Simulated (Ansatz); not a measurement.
TlBr:
```
TlBr
1.0
    0.00000     3.27967     3.27967
    3.27967     0.00000     3.27967
    3.27967     3.27967     0.00000
Br Tl
1 1
Direct
  0.00000   0.00000   0.00000
  0.50000   0.50000   0.50000
```

Relaxed with PBEsol. DFT-PBEsol in the program Ansatz with PAW potentials gives a gap of 1.83 eV.

### Question
What gap does HSE06 give on the same cell (Ansatz, PAW)?

### Answer
2.62 eV, 0.79 eV more. The hybrid was solved on a coarser mesh and at special points; its gap is the smallest among all of these.

| k | v1 PBEsol | c1 PBEsol | v1 HSE06 | c1 HSE06 |
|---|---|---|---|---|
| Γ | -1.90 | 6.20 | (withheld) | (withheld) |
| X | -2.49 | 5.18 | (withheld) | (withheld) |
| L | 0.00 | 1.83 | 0.00 | 2.62 |
| W | -0.97 | 3.70 | (withheld) | (withheld) |
| K | -1.54 | 3.98 | (withheld) | (withheld) |

### Question
Top valence (v1) and lowest conduction level (c1) in eV from each method's valence maximum (which need not be a listed point): supply the withheld HSE06 values.

### Answer

- Γ, v1 HSE06: -2.28
- Γ, c1 HSE06: 7.23
- W, v1 HSE06: -1.15
- W, c1 HSE06: 4.57
- X, v1 HSE06: -2.88
- X, c1 HSE06: 6.11
- K, v1 HSE06: -1.69
- K, c1 HSE06: 4.83

Cost on shared cores: the PBEsol run (SCF on a 7×7×7 mesh, then bands and DOS) around 7 core-seconds (rough), the HSE06 run (SCF on 6×6×6, then a few points) very roughly 2.4 core-minutes; the tasks are unlike.

Space group Fm-3m (rock salt). The cell is a constructed one: a structure type filled with these elements; the Crystallography Open Database copy checked does not list it. COD files the formula under space group No. 221, so this cell is another polymorph or a model. Whether it is the stable phase at ambient conditions was not checked. The cell was relaxed with PBEsol under the symmetry of its start; its stability against distortions is not shown here. Scalar-relativistic: spin–orbit coupling is off unless named, which matters more the heavier the elements.

Potentials: the later of the program's two PAW sets.
